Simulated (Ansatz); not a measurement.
An Ansatz (a quantum-chemistry and plane-wave program) run. Input:

Ansatz 0.2 input:
```yaml
crystal:
  lattice:
    - [11.1614463654, 0.0, 0.0]
    - [0.0, 3.8450934442, 0.0]
    - [0.0, 0.0, 10.9424573941]
  atoms:
    - { symbol: Sb, position: [0.4789394216, 0.25, 0.3262594154] }
    - { symbol: Sb, position: [0.0210605784, 0.75, 0.8262594154] }
    - { symbol: Sb, position: [0.9789394216, 0.25, 0.1737405846] }
    - { symbol: Sb, position: [0.5210605784, 0.75, 0.6737405846] }
    - { symbol: Sb, position: [0.3455540279, 0.75, 0.0343539683] }
    - { symbol: Sb, position: [0.1544459721, 0.25, 0.5343539683] }
    - { symbol: Sb, position: [0.8455540279, 0.75, 0.4656460317] }
    - { symbol: Sb, position: [0.6544459721, 0.25, 0.9656460317] }
    - { symbol: S, position: [0.288808819, 0.25, 0.1936722888] }
    - { symbol: S, position: [0.211191181, 0.75, 0.6936722888] }
    - { symbol: S, position: [0.788808819, 0.25, 0.3063277112] }
    - { symbol: S, position: [0.711191181, 0.75, 0.8063277112] }
    - { symbol: S, position: [0.550659725, 0.75, 0.126635138] }
    - { symbol: S, position: [0.949340275, 0.25, 0.626635138] }
    - { symbol: S, position: [0.050659725, 0.75, 0.373364862] }
    - { symbol: S, position: [0.449340275, 0.25, 0.873364862] }
    - { symbol: S, position: [0.3754747851, 0.75, 0.4413895759] }
    - { symbol: S, position: [0.1245252149, 0.25, 0.9413895759] }
    - { symbol: S, position: [0.8754747851, 0.75, 0.0586104241] }
    - { symbol: S, position: [0.6245252149, 0.25, 0.5586104241] }
kpoints:
  mp_grid: { grid: [2, 4, 2] }
hamiltonian:
  xc: hse06
  pseudopotentials: { kind: paw }
scf:
  n_extra_bands: 20
  occupations: { method: fixed }
output:
  eigenvalues: true
  eigenstates:
    e_range: [-9.0, 9.8]
    kpoints:
      - [0.0, 0.0, -0.046875]  # VBM
      - [0.0, 0.0, 0.0]  # CBM
      - [0.0, 0.0, 0.0]  # GAMMA
      - [0.5, 0.0, 0.0]  # X
      - [0.0, 0.0, 0.5]  # Z
      - [0.5, 0.0, 0.5]  # U
      - [0.0, 0.5, 0.0]  # Y
      - [0.5, 0.5, 0.0]  # S
      - [0.0, 0.5, 0.5]  # T
      - [0.5, 0.5, 0.5]  # R
```

Output (shortened):

```
Pseudopotentials: kind: paw
Pseudopotential: Sb, paw, valence charge 15
Pseudopotential: S, paw, valence charge 6
Functional definition: HSE06
davidson cushion auto → on  (no smearing: the cushion is to keep the highest requested band from converging to the state above it …
Crystal: 20 atoms, lattice volume = 469.615 Å³
Basis set: ecut = 420 eV, 9205 PW (Γ)
Bands: 116, of which v1, the nominal top of the filled ones, is band 96 counted from 1 (95 counted from 0)
Symmetry: 8 space group operations
Space group: Pnma (ITA 62), of the structure as read, at distance tolerance 7.8e-5 Å
k-points: 12 of 16
PAW frozen core: Sb, regenerated for the run's functional, and the local potential with it
PAW frozen core: S, regenerated for the run's functional, and the local potential with it
Initial wavefunctions: pseudopotential atomic-orbital guess
Eigensolver: davidson
Functional: x = pbe(κ = 0.804, μ = 0.2195149727645171), c = pbe(β = 0.06672455060314922), warm-up for x = pbe(κ = 0.804, μ = 0.2195149727645171) + 0.25 (exact − pbe) at short range (hse, ω = 0.20786987370883472 Å⁻¹), c = pbe(β = 0.06672455060314922); HSE06 as …
SCF 1 stopped early in 5 iterations: F = -62705.541451 eV  dr2 = 4.63e-5
Crystal: 20 atoms, lattice volume = 469.615 Å³
Initial density: handed on by an earlier stage of this run
Initial wavefunctions: those handed on with the density
Functional: x = pbe(κ = 0.804, μ = 0.2195149727645171) + 0.25 (exact − pbe) at short range (hse, ω = 0.20786987370883472 Å⁻¹), c = pbe(β = 0.06672455060314922); HSE06 as pw.x's `hse` composes it (authors' and Libxc's form: `xc: wpbeh`)
Exchange kernel: α = 0.2500, screened, ω = 0.2079 Å⁻¹, Wigner–Seitz truncation, v(0) = 1041.1502 eV·Å³, q-mesh 2×4×2, nearest image of the exchange supercell L …
Frozen-core exchange: fock
SCF 2 stopped early in 7 iterations: F = -62744.790172 eV  dr2 = 3.22e-5
hybrid outer 1: dexx = +6.480e-2 eV, tail = 4.31e-4 eV
Crystal: 20 atoms, lattice volume = 469.615 Å³
Exchange kernel: α = 0.2500, screened, ω = 0.2079 Å⁻¹, Wigner–Seitz truncation, v(0) = 1041.1502 eV·Å³, q-mesh 2×4×2, nearest image of the exchange supercell L …
Frozen-core exchange: fock
SCF 3 converged in 6 iterations: F = -62744.787723 eV  dr2 = 3.53e-9
hybrid outer 2: dexx = +8.024e-6 eV, tail = 8.09e-8 eV, Δε = 2.47e-3 eV (about 6.65e-5 eV left of the loop's levels)
hybrid SCF converged: 2 outer / 13 inner (+5 warm-up), last move |dexx| = 8.02e-6 eV, tail = 8.09e-8 eV
Stability not checked (fock_operator)
Free energy (F): -62744.787721 eV
Frozen-core exchange: fock
Harris-Foulkes:  -62744.787721 eV  (|F-HF|=1.90e-9)
Internal energy: -62744.787721 eV  (E = F + TS)
E sigma→0 (E₀):  -62744.787721 eV
Fermi energy:    7.480983 eV
--- Per-component energies (eV) ---
  E_band       = -1786.063425
  E_kinetic    = 2918.776670
  E_local      = -15280.995775  (includes V_loc(G=0)·N_el)
  E_nonlocal   = 3230.365685
  E_hartree    = 6744.724101
  E_xc         = -1825.022469
  E_vxc        = -1463.489266  (∫ρ·V_xc dr)
  E_exx        = -458.325939  (= α·E_x^exact, valence–valence)
  E_paw        = -43826.511681  (= ΣΔE_a)
  E_vpaw       = -3763.515328  (= ΣTr[D̂ρ^β])
  E_aug_tail   = 0.000007  (compensation charges beyond the density's cutoff)
  E_ewald      = -14246.880623
  E_core_change = -0.917698  (= ΣΔE_core)
  E_smearing   =  0.000000  (= −TS)
  E_closure    =  0.000000  (closes the sum)
  Σ components = -62744.787721   (vs F -62744.787721, Δ=0.00e0)
--- Band table (eV; the first three rows and the last of 12) ---
  k-point 0: bands = ["-24.1142", "-24.1142", "-24.1117", "-24.1117", "-24.1111", "-24.1111", "-24.1107", "-24.1107", "-24.0871", "-24.0871", "-24.0866", "-24.0866", "-24.0827", "-24.0826", "-24.0803", "-24.0802", "-24.0554", "-24.0543", "-24.0530", …
  k-point 1: bands = ["-24.1142", "-24.1142", "-24.1117", "-24.1117", "-24.1111", "-24.1111", "-24.1107", "-24.1107", "-24.0871", "-24.0871", "-24.0866", "-24.0866", "-24.0825", "-24.0825", "-24.0803", "-24.0803", "-24.0548", "-24.0548", "-24.0528", …
  k-point 2: bands = ["-24.1185", "-24.1185", "-24.1168", "-24.1167", "-24.1043", "-24.1043", "-24.1033", "-24.1033", "-24.0876", "-24.0876", "-24.0852", "-24.0851", "-24.0788", "-24.0787", "-24.0781", "-24.0781", "-24.0535", "-24.0524", "-24.0517", …
  k-point 11: bands = ["-24.1224", "-24.1224", "-24.1224", "-24.1224", "-24.0970", "-24.0970", "-24.0970", "-24.0970", "-24.0905", "-24.0905", "-24.0905", "-24.0905", "-24.0713", "-24.0713", "-24.0713", "-24.0713", "-24.0505", "-24.0505", "-24.0505", …
  band table: 116 of 116 bands, residual norms ≤ 1.0e-3 eV
```

Cost: around 40 core-minutes (rough) on shared cores.

The points marked VBM and CBM come from a semilocal run.

The cell was relaxed with PBE+D3(BJ) under the symmetry of its start. Scalar-relativistic: spin–orbit coupling is off unless named, which matters more the heavier the elements.

Potentials: the later of the program's two PAW sets.

Ansatz is a plane-wave DFT program.
